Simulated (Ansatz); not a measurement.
CdIn2Te4:
```
CELL_PARAMETERS angstrom
     -3.18068     3.18068     6.29058
      3.18068    -3.18068     6.29058
      3.18068     3.18068    -6.29058
ATOMIC_POSITIONS crystal
  Cd 0.00000 0.00000 0.00000
  In 0.50000 0.50000 0.00000
  In 0.25000 0.75000 0.50000
  Te 0.40885 0.90397 0.04057
  Te 0.09603 0.13661 0.50488
  Te 0.86339 0.36828 0.95943
  Te 0.63172 0.59115 0.49512
```

DFT-r²SCAN in the program Ansatz with PAW potentials gives a gap of 1.35 eV without spin–orbit coupling, maximum at Γ, minimum at Γ.

### Question
What happens when spin–orbit coupling is switched on?

### Answer
The gap drops by 0.27 eV, to 1.08 eV; maximum at Γ, minimum at Γ.

Space group I-4. The workflow started from a Materials Project entry (that database holds measured and hypothetical structures alike); the Crystallography Open Database files this formula in space group No. 82, but the cells were not matched. Whether it is the stable phase at ambient conditions was not checked. The cell was relaxed with r²SCAN under the symmetry of its start; whether a distortion lowers the energy is not shown.

Potentials: the later of the program's two PAW sets.
